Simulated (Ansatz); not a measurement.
**Calculated Na-23 nuclear quadrupole resonance for Na2P3HO9**

Cell: a Materials Project structure (computed, not necessarily an observed phase), taken as it stands.

Space group P-1 (No. 2); a = 6.7886, b = 7.2691, c = 7.8567 Å, α = 92.32°, β = 102.53°.

| site | Wyckoff | site symmetry | x | y | z |
| --- | --- | --- | --- | --- | --- |
| Na1 | 2i | 1 | 0.5849 | 0.6429 | 0.8454 |
| Na3 | 2i | 1 | 0.0879 | 0.6535 | 0.8532 |
| H | 2i | 1 | 0.7964 | 0.9797 | 0.8216 |
| P7 | 2i | 1 | 0.0954 | 0.1615 | 0.7776 |
| P9 | 2i | 1 | 0.5367 | 0.1698 | 0.7760 |
| P11 | 2i | 1 | 0.7669 | 0.3622 | 0.5522 |
| O13 | 2i | 1 | 0.1248 | 0.3107 | 0.9189 |
| O15 | 2i | 1 | 0.5852 | 0.3152 | 0.9190 |
| O17 | 2i | 1 | 0.6398 | 0.9803 | 0.8208 |
| O19 | 2i | 1 | 0.0091 | 0.9784 | 0.8114 |
| O21 | 2i | 1 | 0.3053 | 0.1157 | 0.7158 |
| O23 | 2i | 1 | 0.9652 | 0.2314 | 0.5955 |
| O25 | 2i | 1 | 0.5898 | 0.2273 | 0.5980 |
| O27 | 2i | 1 | 0.7939 | 0.5280 | 0.6739 |
| O29 | 2i | 1 | 0.2843 | 0.6226 | 0.6406 |

One atom of each set is listed.

Method: Kohn–Sham DFT in Ansatz, PBE, plane waves and PAW, scalar-relativistic, 420 eV cutoff, Γ-centred 3×3×3 k-points, Fermi–Dirac smearing 0.02 eV.

Na-23: I = 3/2, Q = 104.0 mb (year-2017 value). Static lattice, zero field.

Sites with a gradient: Na1 (2 atoms; 6 O at 2.29–2.50 Å); Na3 (2 atoms; 6 O at 2.34–2.57 Å).

Problem. The simulated spectrum has lines at 0.430, 1.10 MHz. Sort them into the sets that belong together, and say which site each set most likely comes from.

Solution. For I = 3/2 there is one line, ν = (|C_Q|/2)(1 + η²/3)^½. Na1: 1.10 MHz (|C_Q| = 2.18 MHz, η = 0.28). Na3: 0.430 MHz (|C_Q| = 0.855 MHz, η = 0.20).

The sites follow from the calculation. Like point charges on the first shell alone (each adding as 1/d³) would give the same order.
